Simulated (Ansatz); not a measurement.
## Computed properties of CoSi

CoSi:
```yaml
crystal:
  lattice:
    - [2.70277, 0.00000, 0.00000]
    - [-1.35138, 2.34066, 0.00000]
    - [0.00000, 0.00000, 3.46019]
  atoms:
    - { symbol: Co, position: [0.00000, 0.00000, 0.00000] }
    - { symbol: Si, position: [0.66667, 0.33333, 0.50000] }
```

Space group P-6m2 (No. 187); conventional cell a = 2.7028 Å, b = 2.7028 Å, c = 3.4602 Å, α = 90.00°, β = 90.00°, γ = 120.00°.

Method: plane-wave PAW PBEsol (Ansatz code). Geometry: relaxed at this level of theory. Other levels are named where they apply.

**Cell and energy**

```
Property                                                      Result
-----------------------------------------------------  -------------
Volume per atom                                             10.95 Å³
Density                                                   6.60 g/cm³
Formation energy from the elements (no fitted shifts)  -0.48 eV/atom
```

**Electronic structure**

```
Quantity                                                                     Value
------------------------------------  --------------------------------------------
Electronic character                                             metallic (no gap)
Density of states at the Fermi level  0.54 states/eV per atom (mean over ±0.08 eV)
```

**Magnetism**

```
Property                                           Value
--------------  ----------------------------------------
Magnetic order  non-magnetic (starting moments vanished)
```

**Mechanics**

```
Quantity                                                                                      Value
--------------------------------------------  -----------------------------------------------------
Bulk modulus (Birch–Murnaghan fit)                                                          209 GPa
Pressure derivative B′                                                                          4.5
Elastic constants (relaxed ions, GPa)         C11 = 273, C12 = 152, C13 = 172, C33 = 478, C44 = 118
Mechanical stability                                         stable (all eigenvalues of C positive)
Hill bulk and shear moduli                                                         216 and 89.6 GPa
Young's modulus                                                                             236 GPa
Poisson's ratio                                                                                0.32
Debye temperature from the elastic constants                                                  553 K
```

The cell is a constructed one: a structure type filled with these elements; neither database checked (COD, Materials Project) lists it. COD files the formula under space group No. 198, so this cell is another polymorph or a model. Its standing as an ambient phase is unchecked. The PBEsol relaxation kept the symmetry of its start; whether a distortion lowers the energy is not shown. The workflow began spin-polarised and lost its moments. As this level gives no gap, shear constants depend on the k-mesh and smearing (Fermi–Dirac, 0.1 eV here). On the denser mesh and wider smearing of the elastic run this cell carries a stress of 0.9 GPa. The references are the lowest solids computed at this level, not always the standard phases.

Potentials: the later of the program's two PAW sets.
